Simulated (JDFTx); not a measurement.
System: hydrazinium, N2H5 (SMILES N[NH3+]), charge +1, multiplicity 1; geometry: optimised with GFN2-xTB in vacuum (no frequencies checked; largest PBE force component 0.8 eV/Å). Coordinates in Å:
```xyz
7

N     -0.677    -0.002    -0.555
N      0.723    -0.002    -0.274
H     -1.142     0.828    -0.201
H     -1.142    -0.834    -0.202
H      1.142    -0.832    -0.733
H      1.140     0.834    -0.721
H      0.996    -0.009     0.733
```

Computed with JDFTx (a modified build): PBE, GBRV ultrasoft potentials, plane waves to 20/100 Ha. Liquid: CANDLE, water, 1 M NaF. The liquid run sits in a periodic box with 3.75 Å from the outermost atoms to the faces; the vacuum run is isolated. Solvation energy here means the total energy in the continuum liquid minus that in vacuum, same nuclei, nothing added for thermal motion or standard states.

The values are those of the intact species: the continuum can't coordinate to it or react with it. Single-ion values refer to zero potential in the bulk liquid, with no surface-potential term, and depend on the box by about 0.1 eV.

The solvation energy comes out as -87 kcal/mol and the highest occupied level in vacuum (zero: vacuum level) comes out as -12.69 eV. The highest occupied level in the liquid (zero: bulk electrolyte) is -6.54 eV and the volume of the model's cavity is 135.3 Å³. The rough cost, vacuum and liquid run is 80 s and 2 min of core time.
